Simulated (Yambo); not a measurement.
```
CELL_PARAMETERS angstrom
      7.60545     0.00000     0.00000
      0.00000     4.83215     0.00000
      0.00000     0.00000     9.02186
ATOMIC_POSITIONS crystal
  Si 0.75305 0.25000 0.60401
  Si 0.24695 0.75000 0.39599
  Si 0.74695 0.75000 0.10401
  Si 0.25305 0.25000 0.89599
  Ca 0.34566 0.75000 0.07507
  Ca 0.65434 0.25000 0.92493
  Ca 0.15434 0.25000 0.57507
  Ca 0.84566 0.75000 0.42493
  Ca 0.01909 0.25000 0.17859
  Ca 0.98091 0.75000 0.82141
  Ca 0.48091 0.75000 0.67859
  Ca 0.51909 0.25000 0.32141
```

Ca$_{2}$Si (space group Pnma, No. 62): mean Im ε in 1 eV windows above the direct gap of 0.67 eV, for different electron-hole kernels (Yambo, broadening 0.15 eV, norm-conserving PBEsol (Quantum ESPRESSO, 68 Ry, scalar-relativistic) bands; 2×4×2 mesh, 12 valence and 46 conduction bands, static screening with 171 bands and a 3 Ry block, scissor 0.44 eV, Tamm-Dancoff; field along x).

```csv
window (eV),independent quasiparticles,BSE
0.7 to 1.7,4.2,7.0
1.7 to 2.7,26,25
2.7 to 3.7,12,9.8
3.7 to 4.7,6.9,6.5
4.7 to 5.7,4.3,4.6
5.7 to 6.7,3.2,3.4
```

This run doesn't resolve bound excitons or single peaks, so only averages are given, and they too depend on the mesh; weight that the attraction moves below the gap isn't listed. All transitions below 6.98 eV are in the band window. The scissor comes from a G0W0 run whose convergence isn't established.

Geometry of the Materials Project entry, not relaxed at this level.

The structure is a Materials Project entry; no match was found in the copy of COD used, and its stability was not checked.
